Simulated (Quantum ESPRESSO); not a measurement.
Empty bands for a GW run on a free-standing WS₂ monolayer (symmetry P-6m2, slab cell 16.1 Å high): 132 bands on a 6×6×1 mesh, PBEsol, PseudoDojo standard norm-conserving files, scalar-relativistic, Quantum ESPRESSO. The input, in which only the diagonalization keyword changes:

```
&CONTROL
  calculation = 'nscf'
  pseudo_dir = './pseudo'
  outdir = './out'
/
&SYSTEM
  ibrav = 0
  nat = 3
  ntyp = 2
  ecutwfc = 74.0
  ecutrho = 296.0
  occupations = 'fixed'
  force_symmorphic = .true.
  nbnd = 132
  assume_isolated = '2D'
/
&ELECTRONS
  conv_thr = 3.0000000000000004e-09
  diago_full_acc = .true.
  diago_thr_init = 1e-08
  diagonalization = 'david'
/
ATOMIC_SPECIES
S 32.0600 S.upf
W 183.8400 W.upf
CELL_PARAMETERS angstrom
  3.145617208126   0.000000000000   0.000000000000
 -1.572808604063   2.724184412818   0.000000000000
  0.000000000000   0.000000000000  16.100000000000
ATOMIC_POSITIONS crystal
S   0.000000000000   0.000000000000  -0.097320284400
S   0.000000000000   0.000000000000   0.097320284400
W   0.666666666667   0.333333333333   0.000000000000
K_POINTS automatic
6 6 1 0 0 0
```

| diagonalization | mean iterations per k point | rough time | largest change of an eigenvalue (eV) |
|---|---|---|---|
| david | 34 | 1 | – |
| cg | 48 | about 4× | 1e-06 |
| paro | 21 | within a factor of two | 3e-08 |

An iteration means different work in each solver, so the counts don't rank them. Times are rough ratios from shared machines.

Spin-orbit coupling is not included.

Geometry relaxed with PBEsol.
